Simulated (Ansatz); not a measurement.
YAl3 in space group P6_3/mmc (No. 194; Y on 2d, Al on 6h) under volume change, DFT-PBEsol in the program Ansatz with PAW potentials, shape and atoms relaxed at each volume.

| V (Å³/atom) | E − E(relaxed) (meV/atom) | P (GPa) |
|---|---|---|
| 17.443 | 42.3 | 8.46 |
| 18.018 | 17.9 | 5.25 |
| 18.593 | 4.2 | 2.43 |
| 19.168 | 0.0 | 0.00 |
| 19.743 | 3.8 | -2.08 |
| 20.318 | 14.6 | -3.89 |
| 20.893 | 31.4 | -5.45 |

**Question.** What does a third-order Birch–Murnaghan fit give for V₀, B₀ and B′?

**Answer.** V₀ = 19.17 Å³/atom, B₀ = 74.8 GPa, B′ = 3.8.

The first step of the workflow began from a Materials Project structure, measured or hypothetical; the Crystallography Open Database copy checked does not list it. Whether it is the stable phase at ambient conditions was not checked. Symmetry was held in the PBEsol relaxation; of distortions, only those at the zone centre were tested. No spin polarisation was allowed.

Potentials: the later of the program's two PAW sets.
